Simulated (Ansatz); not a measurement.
## How far is PAW off for AsAu$_{3}$?

```
CELL_PARAMETERS angstrom
0.00000 3.33454 3.33454
3.33454 0.00000 3.33454
3.33454 3.33454 0.00000
ATOMIC_POSITIONS crystal
As 0.00000 0.00000 0.00000
Au 0.50000 0.50000 0.50000
Au 0.25000 0.25000 0.25000
Au 0.75000 0.75000 0.75000
```

Atom numbers follow the list: As1, Au2, Au3, Au4.

The conventional cell has a = 6.669 Å, b = 6.669 Å, c = 6.669 Å, α = 90.00°, β = 90.00°, γ = 90.00°. As (atom 1) is surrounded by 8 Au at 2.89 Å. Around Au (atom 2) lie 8 Au at 2.89 Å. Around Au (atom 3) lie 4 As at 2.89 Å and 4 Au at 2.89 Å.

The cell was built from the D03 type and relaxed in the same program, and has space group Fm-3m; it needn't be a known or the stable phase.

Spin–orbit coupling is left out, though it moves levels of the heavy atoms by tenths of an eV or more.

All numbers are computed: DFT, PBE, PAW with Ansatz's default frozen-core files, scalar-relativistic (Ansatz 0.2.0); DFT, PBE, all-electron PAW with datasets made for the crystal, scalar-relativistic (Ansatz 0.2.0); DFT, PBE, all-electron LAPW, scalar-relativistic (Ansatz 0.2.0).

For PAW: a Γ-centred 9×9×9 k mesh, Fermi–Dirac smearing of 0.03 eV, cutoff 420 eV, no spin polarisation. The crystal-made all-electron datasets (AE datasets) take a cutoff of 260 eV at this cell. LAPW targets a basis error of 1 meV/atom. The Ansatz runs share mesh, smearing and spin set-up. Plane-wave (PAW) pressures include the program's estimate of the Pulay term.

Stress and pressure are positive in compression.

Levels count from the Fermi level.

```json
{"quantity": "pressure (GPa)", "PAW": "0.02", "AE datasets": "0.01", "LAPW": "0.02"}
{"quantity": "highest filled level at K (eV)", "PAW": "-0.145", "AE datasets": "-0.145", "LAPW": "-0.145"}
{"quantity": "lowest empty level at K (eV)", "PAW": "2.642", "AE datasets": "2.641", "LAPW": "2.641"}
{"quantity": "highest filled level at Γ (eV)", "PAW": "-3.045", "AE datasets": "-3.046", "LAPW": "-3.045"}
{"quantity": "lowest empty level at Γ (eV)", "PAW": "0.360", "AE datasets": "0.360", "LAPW": "0.360"}
{"quantity": "highest filled level at U (eV)", "PAW": "-0.145", "AE datasets": "-0.145", "LAPW": "-0.145"}
{"quantity": "lowest empty level at U (eV)", "PAW": "2.642", "AE datasets": "2.641", "LAPW": "2.641"}
```

PAW's pressure differs from the LAPW value by about 0.01 GPa or less.
